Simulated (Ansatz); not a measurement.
LaTiGe: reading a single point

```
Ti La Ge
1.0
     4.15549    0.00000    0.00000
     0.00000    4.15549    0.00000
     0.00000    0.00000    7.90206
Ti La Ge
2 2 2
Direct
  0.75000 0.25000 0.00000
  0.25000 0.75000 0.00000
  0.25000 0.25000 0.65700
  0.75000 0.75000 0.34300
  0.25000 0.25000 0.29900
  0.75000 0.75000 0.70100
```

The numbers come from plane-wave PAW DFT (Ansatz): LDA, with U_eff = 4.17 eV on La d (all-electron-ortho-atomic projectors), no spin polarisation, 420 eV, 8×8×5 Γ-centred k points, fermi-dirac occupations (width 0.1 eV). Nothing was relaxed.

Q: What does the stress say?

A: The pressure is 6.0 GPa (compression positive), so with the atoms held at these fractions the cell would first expand; the forces are large, so a full relaxation may end otherwise.

Q: Describe some of the short contacts.

A: La–Ge at 2.83 Å: least valence density 0.31 e/Å³ and ELF 0.31 there. Ti–Ti at 2.94 Å: least valence density 0.19 e/Å³ and ELF 0.31 there. Ti–Ge at 3.15 Å: least valence density 0.16 e/Å³ and ELF 0.27 there. Both are smooth PAW fields, read partly inside the augmentation spheres.

Q: Give the Bader charges.

A: Bader charges in e: La +1.31, Ti +0.32, Ge -1.62. In the mean La gives up most and Ge takes most.

Q: Where is the largest force?

A: The largest is on Ge5 (and as large on other atoms): 3.55 eV/Å, components (0.00, 0.00, -3.55). It makes 180° with the line to a nearest neighbour, La3 at 2.83 Å, pointing away from it.

Q: Metal or insulator?

A: It is a metal, with about 6.2 states/eV a cell as the mean within 0.25 eV of the Fermi level, mostly Ti d (57 %) and La d (20 %).

Origin: a known structure type with other elements, at an estimated volume, so it need not be a known compound. Caveats: a Hubbard term without moments, so a magnetic state may lie lower; atoms or cell far from equilibrium.
